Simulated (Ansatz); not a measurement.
IrO3 (ReO3 type, Pm-3m) under volume change, the program Ansatz at the PBEsol level (PAW), scaled uniformly.

| V (Å³/atom) | E − E(relaxed) (meV/atom) | P (GPa) |
|---|---|---|
| 11.911 | ? | ? |
| 12.303 | ? | ? |
| 12.696 | 8.1 | 6.68 |
| 13.089 | 0.0 | 0.01 |
| 13.481 | 7.8 | -6.17 |
| 13.874 | 29.3 | -11.23 |
| 14.267 | 61.9 | -15.13 |

Question: Some entries are withheld; supply them.

Answer: 
- 12.303, E − E(relaxed) (meV/atom): 34.7
- 12.303, P (GPa): 15.38
- 11.911, E − E(relaxed) (meV/atom): 84.9
- 11.911, P (GPa): 25.83

Question: What does a third-order Birch–Murnaghan fit give for V₀, B₀ and B′?

Answer: V₀ = 13.07 Å³/atom, B₀ = 218 GPa, B′ = 5.2.

The first step of the workflow began from a Materials Project structure, measured or hypothetical; the Crystallography Open Database copy checked does not list it. Whether it is the stable phase at ambient conditions was not checked. The cell was relaxed with PBEsol under the symmetry of its start; its stability against distortions is not shown here. No spin polarisation was allowed. Spin–orbit coupling is left out wherever it is not named.

Potentials: the later of the program's two PAW sets.
